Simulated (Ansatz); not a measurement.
Consider the following.

CsCdCl3 (cubic perovskite)

```cif
data_CdCl3Cs
_chemical_formula_sum 'Cs1 Cd1 Cl3'
_space_group_name_H-M_alt 'Pm-3m'
_space_group_IT_number 221
_space_group_name_Hall '-P 4 2 3'
_cell_length_a 5.25786
_cell_length_b 5.25786
_cell_length_c 5.25786
_cell_angle_alpha 90.000
_cell_angle_beta 90.000
_cell_angle_gamma 90.000
loop_
_atom_site_label
_atom_site_type_symbol
_atom_site_symmetry_multiplicity
_atom_site_Wyckoff_symbol
_atom_site_fract_x
_atom_site_fract_y
_atom_site_fract_z
_atom_site_occupancy
Cs1 Cs 1 a 0.00000 0.00000 0.00000 1
Cd1 Cd 1 b 0.50000 0.50000 0.50000 1
Cl1 Cl 3 c 0.00000 0.50000 0.50000 1
```

This relaxed cell (volume V₀) is scaled evenly in all directions, its shape held. Symmetry pins the atoms to their sites.

Computed with r2SCAN (plane waves to 500 eV, PAW, scalar-relativistic; Ansatz, an electronic-structure program). k mesh 6×6×6 (Γ-centred), Fermi-Dirac smearing 0.05 eV. Energies are smeared free energies. Stress and pressure are positive under compression. CsCdCl3 was relaxed with its symmetry unable to fall. ΔE is measured from the relaxed starting cell.

The scan covers V/V₀ from 0.900 to 1.100 in 11 points.

Question: What is the fitted pressure derivative B₀′?

Answer: 4.9.

Question: What bulk modulus B₀ follows from a third-order Birch-Murnaghan fit?

Answer: 35.6 GPa.

(Under strain, the slope of the energy per volume gives the stress and its curvature an elastic modulus.)
